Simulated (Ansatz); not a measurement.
Ansatz (a first-principles code) input:

Ansatz 0.2 input:
```yaml
crystal:
  lattice:
    - [2.8083728807, 1.6214148386, 4.0199573569]
    - [-2.8083728807, 1.6214148386, 4.0199573569]
    - [0.0, -3.2428296773, 4.0199573569]
  atoms:
    - { symbol: B, position: [0.309244754, 0.8061651933, 0.8061651933] }
    - { symbol: B, position: [0.690755246, 0.1938348067, 0.1938348067] }
    - { symbol: B, position: [0.8061651933, 0.309244754, 0.8061651933] }
    - { symbol: B, position: [0.1938348067, 0.690755246, 0.1938348067] }
    - { symbol: B, position: [0.8061651933, 0.8061651933, 0.309244754] }
    - { symbol: B, position: [0.1938348067, 0.1938348067, 0.690755246] }
    - { symbol: B, position: [0.6703476311, 0.9940640833, 0.9940640833] }
    - { symbol: B, position: [0.3296523689, 0.0059359167, 0.0059359167] }
    - { symbol: B, position: [0.9940640833, 0.6703476311, 0.9940640833] }
    - { symbol: B, position: [0.0059359167, 0.3296523689, 0.0059359167] }
    - { symbol: B, position: [0.9940640833, 0.9940640833, 0.6703476311] }
    - { symbol: B, position: [0.0059359167, 0.0059359167, 0.3296523689] }
    - { symbol: C, position: [0.6103694469, 0.6103694469, 0.6103694469] }
    - { symbol: C, position: [0.3896305531, 0.3896305531, 0.3896305531] }
    - { symbol: C, position: [0.5, 0.5, 0.5] }
kpoints:
  mp_grid: { grid: [6, 6, 6] }
hamiltonian:
  xc: pbesol
  pseudopotentials: { azcp: { folder: ./paw }, kind: paw }
scf:
  occupations: { method: fixed }
elastic: { mode: relaxed_ion, stencil: two_point, amplitude: 0.005, f_tol: 0.0005 }
```

Output (shortened):

```
Pseudopotential: B, paw, valence charge 3
Pseudopotential: C, paw, valence charge 4
Functional definition: PBEsol
Crystal: 15 atoms, lattice volume = 109.830 Å³
Basis set: ecut = 420 eV, 2179 PW (Γ), exchange–correlation on 72×72×72 points (8 copies of the dense FFT grid, shifted against one another)
Bands: 39, of which v1, the nominal top of the filled ones, is band 24 counted from 1 (23 counted from 0)
Symmetry: 12 space group operations
Space group: R-3m (ITA 166), of the structure as read, at distance tolerance 4.8e-5 Å
k-points: 32 of 216
SCF 1 converged in 13 iterations: F = -2572.552363 eV  dr2 = 1.12e-14
relax step   1: F+E_penalty+E_count = -2572.55236284 eV  Δ(F+E_penalty+E_count) = +0.000e0 eV  max|allowed force component| = 1.156e-3 eV/Å  Δτ_max = 0.0000 Å  (13 SCF iters, accepted)
Crystal: 15 atoms, lattice volume = 109.830 Å³
SCF 2 converged in 7 iterations: F = -2572.552363 eV  dr2 = 2.72e-14
relax step   2: F+E_penalty+E_count = -2572.55236292 eV  Δ(F+E_penalty+E_count) = -8.390e-8 eV  max|allowed force component| = 4.918e-4 eV/Å  Δτ_max = 0.0000 Å  (7 SCF iters, accepted)
Crystal: 15 atoms, lattice volume = 109.830 Å³
SCF 3 converged in 10 iterations: F = -2572.552363 eV  dr2 = 1.11e-15
Crystal: 15 atoms, lattice volume = 109.281 Å³
Basis set: ecut = 420 eV, 2171 PW (Γ), exchange–correlation on 72×72×72 points (8 copies of the dense FFT grid, shifted against one another)
Symmetry: 4 space group operations
k-points: 68 of 216
SCF 4 converged in 11 iterations: F = -2572.547229 eV  dr2 = 3.49e-15
relax step   1: F+E_penalty+E_count = -2572.54722868 eV  Δ(F+E_penalty+E_count) = +0.000e0 eV  max|allowed force component| = 7.060e-2 eV/Å  Δτ_max = 0.0000 Å  (11 SCF iters, accepted)
Crystal: 15 atoms, lattice volume = 109.281 Å³
SCF 5 converged in 9 iterations: F = -2572.548004 eV  dr2 = 4.92e-14
relax step   2: F+E_penalty+E_count = -2572.54800386 eV  Δ(F+E_penalty+E_count) = -7.752e-4 eV  max|allowed force component| = 3.417e-2 eV/Å  Δτ_max = 0.0035 Å  (9 SCF iters, accepted)
Crystal: 15 atoms, lattice volume = 109.281 Å³
SCF 6 converged in 9 iterations: F = -2572.548073 eV  dr2 = 2.96e-15
relax step   3: F+E_penalty+E_count = -2572.54807331 eV  Δ(F+E_penalty+E_count) = -6.945e-5 eV  max|allowed force component| = 1.056e-2 eV/Å  Δτ_max = 0.0014 Å  (9 SCF iters, accepted)
Crystal: 15 atoms, lattice volume = 109.281 Å³
SCF 7 converged in 8 iterations: F = -2572.548084 eV  dr2 = 2.17e-14
relax step   4: F+E_penalty+E_count = -2572.54808353 eV  Δ(F+E_penalty+E_count) = -1.021e-5 eV  max|allowed force component| = 8.232e-4 eV/Å  Δτ_max = 0.0005 Å  (8 SCF iters, accepted)
Crystal: 15 atoms, lattice volume = 109.281 Å³
SCF 8 converged in 6 iterations: F = -2572.548084 eV  dr2 = 3.53e-14
relax step   5: F+E_penalty+E_count = -2572.54808361 eV  Δ(F+E_penalty+E_count) = -7.962e-8 eV  max|allowed force component| = 2.136e-4 eV/Å  Δτ_max = 0.0001 Å  (6 SCF iters, accepted)
Crystal: 15 atoms, lattice volume = 109.281 Å³
SCF 9 converged in 6 iterations: F = -2572.548084 eV  dr2 = 1.82e-14
Crystal: 15 atoms, lattice volume = 110.379 Å³
Basis set: ecut = 420 eV, 2183 PW (Γ), exchange–correlation on 72×72×72 points (8 copies of the dense FFT grid, shifted against one another)
SCF 10 converged in 11 iterations: F = -2572.547314 eV  dr2 = 3.62e-15
[...]
SCF 32 converged in 5 iterations: F = -2572.551210 eV  dr2 = 1.67e-14
Crystal: 15 atoms, lattice volume = 109.829 Å³
Basis set: ecut = 420 eV, 2177 PW (Γ), exchange–correlation on 72×72×72 points (8 copies of the dense FFT grid, shifted against one another)
SCF 33 converged in 10 iterations: F = -2572.550557 eV  dr2 = 5.72e-15
relax step   1: F+E_penalty+E_count = -2572.55055742 eV  Δ(F+E_penalty+E_count) = +0.000e0 eV  max|allowed force component| = 5.810e-2 eV/Å  Δτ_max = 0.0000 Å  (10 SCF iters, accepted)
Crystal: 15 atoms, lattice volume = 109.829 Å³
SCF 34 converged in 9 iterations: F = -2572.551201 eV  dr2 = 3.08e-14
relax step   2: F+E_penalty+E_count = -2572.55120143 eV  Δ(F+E_penalty+E_count) = -6.440e-4 eV  max|allowed force component| = 3.531e-3 eV/Å  Δτ_max = 0.0044 Å  (9 SCF iters, accepted)
Crystal: 15 atoms, lattice volume = 109.829 Å³
SCF 35 converged in 8 iterations: F = -2572.551203 eV  dr2 = 2.70e-15
relax step   3: F+E_penalty+E_count = -2572.55120251 eV  Δ(F+E_penalty+E_count) = -1.074e-6 eV  max|allowed force component| = 9.816e-4 eV/Å  Δτ_max = 0.0002 Å  (8 SCF iters, accepted)
Crystal: 15 atoms, lattice volume = 109.829 Å³
SCF 36 converged in 7 iterations: F = -2572.551203 eV  dr2 = 2.80e-14
relax step   4: F+E_penalty+E_count = -2572.55120265 eV  Δ(F+E_penalty+E_count) = -1.473e-7 eV  max|allowed force component| = 7.230e-5 eV/Å  Δτ_max = 0.0000 Å  (7 SCF iters, accepted)
Crystal: 15 atoms, lattice volume = 109.829 Å³
SCF 37 converged in 6 iterations: F = -2572.551203 eV  dr2 = 7.86e-14
SCF converged after 10 iterations
Stability not checked: this state was not tested for a lower state beside it, because too few of the mixer's solves of this state at the end of the SCF gave a …
Free energy (F): -2572.552363 eV
Harris-Foulkes:  -2572.552363 eV  (|F-HF|=0.00e0)
Internal energy: -2572.552363 eV  (E = F + TS)
E sigma→0 (E₀):  -2572.552363 eV
Fermi energy:    8.061630 eV
--- Per-component energies (eV) ---
  E_band       = 83.878896
  E_kinetic    = 865.971038
  E_local      = -645.214801  (includes V_loc(G=0)·N_el)
  E_nonlocal   = 166.027778
  E_hartree    = 195.418053
  E_xc         = -534.226689
  E_vxc        = -638.870882  (∫ρ·V_xc dr)
  E_paw        = -1188.867740  (= ΣΔE_a)
  E_vpaw       = -54.870471  (= ΣTr[D̂ρ^β])
  E_aug_tail   = 0.000128  (compensation charges beyond the density's cutoff)
  E_ewald      = -1431.899962
  E_core_change = 0.239832  (= ΣΔE_core)
  E_smearing   =  0.000000  (= −TS)
  E_closure    = 0.000000  (closes the sum)
  Σ components = -2572.552363   (vs F -2572.552363, Δ=0.00e0)
--- Forces (eV/Å), atoms counted from 1 ---
  atom   1  B     -0.00036036    -0.00020805    -0.00023836
  atom   2  B      0.00036036     0.00020805     0.00023836
  atom   3  B      0.00036036    -0.00020805    -0.00023836
  atom   4  B     -0.00036036     0.00020805     0.00023836
  atom   5  B      0.00000000     0.00041611    -0.00023836
  atom   6  B      0.00000000    -0.00041611     0.00023836
  atom   7  B      0.00000222     0.00000128     0.00017355
  atom   8  B     -0.00000222    -0.00000128    -0.00017355
  atom   9  B     -0.00000222     0.00000128     0.00017355
  atom  10  B      0.00000222    -0.00000128    -0.00017355
  atom  11  B      0.00000000    -0.00000256     0.00017355
  atom  12  B      0.00000000     0.00000256    -0.00017355
  atom  13  C      0.00000000     0.00000000    -0.00049163
  atom  14  C      0.00000000     0.00000000     0.00049163
  atom  15  C      0.00000000     0.00000000     0.00000000
  max |Σ_I F_I| component: 1.96e-17 eV/Å
--- Stress (GPa, compression-positive) ---
        0.000155       0.000000       0.000000
        0.000000       0.000155       0.000000
        0.000000       0.000000      -0.003096
  P = ⅓ Tr σ = -0.0009 GPa (-0.009 kbar)
--- Band table (eV; the first three rows and the last of 32) ---
  k-point 0: bands = ["-8.9907", "-5.9276", "-5.7135", "-2.1728", "-2.1728", "-1.1961", "-0.2727", "0.2645", "0.2645", "1.4156", "1.4156", "1.4209", "1.4209", "1.8610", "2.1171", "5.1493", "5.4812", "5.4812", "6.2567", "6.3037", "7.0407", "7.0407", "8.0043", …
  k-point 1: bands = ["-8.9272", "-6.0968", "-5.6710", "-2.3529", "-2.1924", "-1.3956", "-0.2152", "0.3573", "0.4245", "0.7126", "1.1394", "1.8853", "2.3375", "2.3808", "2.5804", "4.8631", "5.1404", "5.4090", "5.8434", "6.5697", "6.6375", "6.9996", "7.5993", …
  k-point 2: bands = ["-8.7827", "-6.3945", "-5.6421", "-2.6404", "-2.2153", "-1.6713", "-0.2639", "-0.1049", "0.6913", "1.1960", "1.5011", "2.3676", "2.9120", "3.0742", "3.4757", "4.6267", "4.7098", "5.2134", "5.6681", "5.6984", "6.3315", "6.7870", "6.8914", …
  k-point 31: bands = ["-8.5081", "-7.0360", "-4.9322", "-2.7892", "-2.2428", "-2.2428", "-1.0396", "-1.0396", "0.5765", "1.1219", "2.5840", "2.5840", "3.9206", "3.9206", "4.0744", "5.1903", "5.2292", "5.2292", "5.4412", "5.4412", "6.7642", "7.3115", …
--- Elastic constants: 3 strain directions × 2 members + reference (group order 12) ---
  dense FFT box of the reference and of every strained cell: 36×36×36
  strains applied: 11, 33, 23; error gains …
  reference relaxed by the batch: 2 steps …
  largest displacement 1.5e-5 Å; the constants are those of the deck's cell at these positions:
  atoms:
    - { symbol: B, position: [0.3092415361294644, 0.8061655277928684, 0.8061655277928683] }
    - { symbol: B, position: [0.6907584638705355, 0.19383447220713154, 0.19383447220713157] }
    - { symbol: B, position: [0.8061655277928684, 0.3092415361294644, 0.8061655277928683] }
    - { symbol: B, position: [0.19383447220713154, 0.6907584638705355, 0.19383447220713157] }
    - { symbol: B, position: [0.8061655277928684, 0.8061655277928684, 0.3092415361294645] }
    - { symbol: B, position: [0.19383447220713157, 0.19383447220713157, 0.6907584638705355] }
    - { symbol: B, position: [0.6703475989476083, 0.994064285045731, 0.9940642850457309] }
    - { symbol: B, position: [0.3296524010523916, 0.005935714954269006, 0.005935714954268978] }
    - { symbol: B, position: [0.994064285045731, 0.6703475989476083, 0.9940642850457309] }
    - { symbol: B, position: [0.005935714954269006, 0.3296524010523916, 0.005935714954268978] }
    - { symbol: B, position: [0.9940642850457309, 0.9940642850457309, 0.6703475989476082] }
    - { symbol: B, position: [0.00593571495426902, 0.00593571495426902, 0.32965240105239163] }
    - { symbol: C, position: [0.6103684022860152, 0.6103684022860152, 0.6103684022860152] }
    - { symbol: C, position: [0.3896315977139846, 0.3896315977139846, 0.3896315977139846] }
    - { symbol: C, position: [0.49999999999999994, 0.49999999999999994, 0.49999999999999994] }
  C = ∂σ_k/∂η_j (tension-positive GPa; Voigt order 11 22 33 23 13 12):
       503.575    126.120     79.211     20.290      0.000      0.000
       126.120    503.575     79.211    -20.290      0.000      0.000
        79.255     79.255    524.900      0.000      0.000      0.000
        20.321    -20.321      0.000    139.284      0.000      0.000
         0.000      0.000      0.000      0.000    139.284     20.321
         0.000      0.000      0.000      0.000     20.290    188.728
  reference stress σ⁰ (GPa):      0.000      0.000      0.003      0.000      0.000      0.000
  moduli (Voigt/Reuss/Hill, GPa): K = 233.47/233.36/233.42   G = 176.62/168.01/172.32   E = 414.86   ν = 0.204
  mechanically stable: yes (min eigenvalue of sym C = 132.01 GPa)
  strain η (Voigt 11):  stress-route row diagonal C_11 = 503.58 GPa, energy-path curvature d²(F+E_count+ΔE)/dδ²/Ω₀ = 503.56 GPa
         δ    σ_11 (GPa)             F (eV)   n_scf  n_hpsi   n_pw
    -5.000e-3      -2.5365       -2572.5480836       6   31038   2171   relax 5 steps, max|allowed force component| 2.14e-4 eV/Å
     5.000e-3       2.4993       -2572.5481157       5   30005   2188   relax 4 steps, max|allowed force component| 5.56e-5 eV/Å
  strain η (Voigt 33):  stress-route row diagonal C_33 = 524.90 GPa, energy-path curvature d²(F+E_count+ΔE)/dδ²/Ω₀ = 524.89 GPa
         δ    σ_33 (GPa)             F (eV)   n_scf  n_hpsi   n_pw
    -5.000e-3      -2.6452       -2572.5479446       7   14732   2155   relax 5 steps, max|allowed force component| 7.22e-5 eV/Å
     5.000e-3       2.6038       -2572.5478920       6   14368   2185   relax 5 steps, max|allowed force component| 3.77e-5 eV/Å
  strain η (Voigt 23):  stress-route row diagonal C_44 = 139.28 GPa, energy-path curvature d²(F+E_count+ΔE)/dδ²/Ω₀ = 139.23 GPa
         δ    σ_23 (GPa)             F (eV)   n_scf  n_hpsi   n_pw
    -5.000e-3      -0.6995       -2572.5512098       5   30054   2179   relax 5 steps, max|allowed force component| 2.31e-4 eV/Å
     5.000e-3       0.6933       -2572.5512027       6   29605   2177   relax 4 steps, max|allowed force component| 7.23e-5 eV/Å
```

Cost: very roughly 4 core-minutes on shared cores.

The first step of the workflow began from a Materials Project structure, measured or hypothetical; the Crystallography Open Database copy checked does not list it. Its standing as an ambient phase is unchecked. The PBEsol relaxation kept the symmetry of its start; whether a distortion lowers the energy is not shown.

Potentials: the earlier of the program's two PAW sets. The files were generated under PBE; for other functionals the program regenerates the frozen cores, and for LDA and PBEsol the local potential too.

Ansatz is a plane-wave DFT program.
